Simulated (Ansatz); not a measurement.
ZnSe in space group P4_2/mmc (No. 131; Zn on 2c, Se on 2e), DFT-PBEsol in the program Ansatz with PAW potentials, all energies at zero smearing, with the estimated change up to a 700 eV cutoff added, with one set of potentials and settings (totals compare only within such a set). Cell of 4 atoms (2 Zn, 2 Se): -17410.994 eV.

| element | reference phase | E (eV/atom) |
|---|---|---|
| Zn | P6_3/mmc, 2 atoms in the cell | -3280.9077 |
| Se | P3_121, 3 atoms in the cell | -5424.2079 |

Formation energy per atom, worked out: (-17410.994 − 2×(-3280.9077) − 2×(-5424.2079))/4 = -0.191 eV/atom (-18 kJ per mol of atoms), at 0 K, without zero-point energy or fitted corrections.

A made-up cell: these elements were put on the sites of a structure type; neither database checked (COD, Materials Project) lists it. It is not the phase usual at ambient conditions (space group No. 216). The PBEsol relaxation kept the symmetry of its start. At this level the phase is dynamically unstable (imaginary phonons). The references are the lowest solids computed at this level, not always the standard phases.

Potentials: the later of the program's two PAW sets.
